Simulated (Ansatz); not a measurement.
WC in space group Pm-3m (No. 221; W on 3c, C on 3d) under volume change, plane-wave PAW PBEsol (Ansatz code), scaled uniformly.

```json
[
 {"V (Å³/atom)": "11.118", "E − E(relaxed) (meV/atom)": "111.4", "P (GPa)": "35.23"},
 {"V (Å³/atom)": "11.484", "E − E(relaxed) (meV/atom)": "46.8", "P (GPa)": "21.58"},
 {"V (Å³/atom)": "11.851", "E − E(relaxed) (meV/atom)": "11.1", "P (GPa)": "9.95"},
 {"V (Å³/atom)": "12.217", "E − E(relaxed) (meV/atom)": "0.0", "P (GPa)": "0.00"},
 {"V (Å³/atom)": "12.584", "E − E(relaxed) (meV/atom)": "10.1", "P (GPa)": "-8.63"},
 {"V (Å³/atom)": "12.950", "E − E(relaxed) (meV/atom)": "38.6", "P (GPa)": "-16.05"},
 {"V (Å³/atom)": "13.317", "E − E(relaxed) (meV/atom)": "82.7", "P (GPa)": "-22.38"}
]
```

Task: What does a third-order Birch–Murnaghan fit give for V₀, B₀ and B′?

Result: V₀ = 12.22 Å³/atom, B₀ = 309 GPa, B′ = 4.1.

The start of the workflow was typed in or built on a structure type; neither database checked (COD, Materials Project) lists it. It is not the phase usual at ambient conditions (space group No. 187). Symmetry was held in the PBEsol relaxation; its stability against distortions is not shown here. No spin polarisation was allowed. Its formation energy is positive at this level, so the cell may be metastable or incomplete. Scalar-relativistic: spin–orbit coupling is off unless named, which matters more the heavier the elements.

Potentials: the earlier of the program's two PAW sets. The files were generated under PBE; for other functionals the program regenerates the frozen cores, and for LDA and PBEsol the local potential too.
